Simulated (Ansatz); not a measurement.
## GaAs with an As vacancy: gradients before and after relaxing the atoms

Start: a supercell of GaAs (zinc blende type, F-43m) built from a COD entry, with all atoms left at the host's positions.

```
Ga As
1.0
     0.00000    8.48055    8.48055
     8.48055    0.00000    8.48055
     8.48055    8.48055    0.00000
Ga As
27 26
Cartesian
  0.0000 0.0000 0.0000
  2.8268 2.8268 0.0000
  5.6537 5.6537 0.0000
  2.8268 0.0000 2.8268
  5.6537 2.8268 2.8268
  8.4805 5.6537 2.8268
  5.6537 0.0000 5.6537
  8.4805 2.8268 5.6537
  11.3074 5.6537 5.6537
  0.0000 2.8268 2.8268
  2.8268 5.6537 2.8268
  5.6537 8.4805 2.8268
  2.8268 2.8268 5.6537
  5.6537 5.6537 5.6537
  8.4805 8.4805 5.6537
  5.6537 2.8268 8.4805
  8.4805 5.6537 8.4805
  11.3074 8.4805 8.4805
  0.0000 5.6537 5.6537
  2.8268 8.4805 5.6537
  5.6537 11.3074 5.6537
  2.8268 5.6537 8.4805
  5.6537 8.4805 8.4805
  8.4805 11.3074 8.4805
  5.6537 5.6537 11.3074
  8.4805 8.4805 11.3074
  11.3074 11.3074 11.3074
  4.2403 4.2403 1.4134
  7.0671 7.0671 1.4134
  4.2403 1.4134 4.2403
  7.0671 4.2403 4.2403
  9.8940 7.0671 4.2403
  7.0671 1.4134 7.0671
  9.8940 4.2403 7.0671
  12.7208 7.0671 7.0671
  1.4134 4.2403 4.2403
  4.2403 7.0671 4.2403
  7.0671 9.8940 4.2403
  4.2403 4.2403 7.0671
  7.0671 7.0671 7.0671
  9.8940 9.8940 7.0671
  7.0671 4.2403 9.8940
  9.8940 7.0671 9.8940
  12.7208 9.8940 9.8940
  1.4134 7.0671 7.0671
  4.2403 9.8940 7.0671
  7.0671 12.7208 7.0671
  4.2403 7.0671 9.8940
  7.0671 9.8940 9.8940
  9.8940 12.7208 9.8940
  7.0671 7.0671 12.7208
  9.8940 9.8940 12.7208
  12.7208 12.7208 12.7208
```

Atom numbers follow the list; atoms alike are taken as one site, whose name carries the number of the first.

Method: Kohn–Sham DFT in Ansatz, PBE, plane waves and PAW, scalar-relativistic, collinear spin, 420 eV cutoff, Γ-centred 2×2×2 k-points, Fermi–Dirac smearing 0.01 eV, cell charge +1. Start moments as typed (μB): 0.5 0.5 0 0.5 0 0 0 0 0 0.5 0 0 0 0 0 0 0 0 0 0 0 0 0 0 0 0 0 0 0 0 0 0 0 0 0 0 0 0 0 0 0 0 0 0 0 0 0 0 0 0 0 0 0 by atom.

The largest force at the start is 0.32 eV/Å. Relaxing the ions at fixed cell moves them by 0.068 Å at most (atom 1, Ga) and 0.025 Å rms.

```tsv
site	atom	moved (Å)	first shell before	first shell after	V_zz before (10²¹ V/m²)	η before
Ga1	1	0.068	3 As at 2.45 Å	3 As at 2.46 Å	11.86	0.00
Ga3	3	0.016	4 As at 2.45 Å	4 As at 2.44–2.49 Å	1.15	0.83
Ga5	5	0.012	4 As at 2.45 Å	4 As at 2.44–2.45 Å	-0.39	0.57
Ga18	18	0.008	4 As at 2.45 Å	4 As at 2.44–2.45 Å	0.18	0.00
As28	28	0.029	4 Ga at 2.45 Å	4 Ga at 2.45–2.49 Å	5.61	0.08
As31	31	0.005	4 Ga at 2.45 Å	4 Ga at 2.44 Å	-0.77	0.00
As35	35	0.010	4 Ga at 2.45 Å	4 Ga at 2.44–2.45 Å	-1.03	0.00
As41	41	0.003	4 Ga at 2.45 Å	4 Ga at 2.44 Å	0.18	1.00
```

Q: What are V_zz and η after the relaxation?

A: 

```json
{"site": "Ga1", "atom": "1", "V_zz after": "11.24", "η after": "0.00", "change of V_zz": "-0.62"}
{"site": "Ga3", "atom": "3", "V_zz after": "-1.88", "η after": "0.90", "change of V_zz": "–"}
{"site": "Ga5", "atom": "5", "V_zz after": "0.48", "η after": "0.68", "change of V_zz": "–"}
{"site": "Ga18", "atom": "18", "V_zz after": "0.39", "η after": "0.00", "change of V_zz": "+0.21"}
{"site": "As28", "atom": "28", "V_zz after": "6.27", "η after": "0.05", "change of V_zz": "+0.66"}
{"site": "As31", "atom": "31", "V_zz after": "-0.51", "η after": "0.00", "change of V_zz": "+0.26"}
{"site": "As35", "atom": "35", "V_zz after": "-0.95", "η after": "0.00", "change of V_zz": "+0.08"}
{"site": "As41", "atom": "41", "V_zz after": "0.26", "η after": "0.21", "change of V_zz": "+0.08"}
```

The largest change of V_zz along a kept axis is on As28, from 5.61 to 6.27. In per cent, |V_zz| changes by -5 on Ga, -33 to +12 on As (all sites that start above 0.5, bar those whose gradient vanishes or changes sign or whose main axis turns by over 40°). Where |V_zz| stays above 0.1 and the axes keep their order, η moves most on As41, from 1.00 to 0.21. On Ga3, Ga5 the largest principal value lies along another axis in the second run, so the two V_zz can't be compared directly. Sites without a gradient aren't listed.

The defect repeats with the cell of 53 atoms, so it feels its images: sites between two images don't show the values beside a lone defect, and zeros or small values of η there can come from the images' arrangement. A uniform background compensates the cell's charge. With a gap of 0.2 eV on this mesh, small gradients can still move by 0.1 × 10²¹ V/m² or more as the k-mesh gets denser. The start moments die out, and the run ends without spin.
Before: The neighbours have not yet relaxed around the defect (largest force 0.32 eV/Å), so a real crystal will differ.
